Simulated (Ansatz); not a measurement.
**What DFT gives for CsZn4As3**

```
Cs Zn As
1.0
     4.22402    0.00000    0.00000
     0.00000    4.22402    0.00000
     0.00000    0.00000   10.68514
Cs Zn As
1 4 3
Cartesian
  0.0000 0.0000 5.3426
  0.0000 2.1120 1.6548
  2.1120 0.0000 1.6548
  0.0000 2.1120 9.0303
  2.1120 0.0000 9.0303
  2.1120 2.1120 3.0317
  2.1120 2.1120 7.6534
  0.0000 0.0000 0.0000
```

Method: r2SCAN, no spin polarisation; PAW, plane waves to 500 eV, 6×6×3 Γ-centred mesh, cold occupations (width 0.0487 eV) (Ansatz 0.2.0), atoms fixed.

(1) Give the Bader charges.

(2) Which atom feels the largest force, and which way?

(3) What is the character of the valence top and the conduction bottom?

(4) What does the stress say?

(5) Is it stable against the elements?

(6) Metal or insulator? Give the gap.

(7) Describe some of the short contacts.

Origin: a database entry at a rescaled volume.

Answers

(1) Bader charges in e: Cs +0.77, Zn +0.57, As -1.09 to -0.99. In the mean Cs gives up most and As takes most.

(2) The largest is on As7 (and as large on other atoms): 0.37 eV/Å, components (0.00, 0.00, 0.37). It makes 57° with the line to a nearest neighbour, Zn4 at 2.52 Å.

(3) Within 0.7 eV of the edges, the states project mainly on As p (91 %) below the gap and on Zn s (71 %) above it.

(4) The pressure is -1.7 GPa (compression positive), so with the atoms held at these fractions the cell would first shrink.

(5) -0.40 eV an atom against the elements' usual phases (free molecules for gases, crystals otherwise, with no correction for O₂ or N₂), so it is bound against them; other compounds may still compete. Relaxing would lower it.

(6) The gap is 0.18 eV, direct at the points sampled. A semilocal functional usually gives too small a gap.

(7) Zn–As at 2.52 Å: least valence density 0.38 e/Å³ and ELF 0.39 there. Cs–As at 3.78 Å: least valence density 0.06 e/Å³ and ELF 0.05 there, a closed-shell (ionic or weak) contact. Cs–Cs at 4.22 Å: least valence density 0.02 e/Å³ and ELF 0.01 there, so no covalent bond. Both are smooth PAW fields, read partly inside the augmentation spheres.
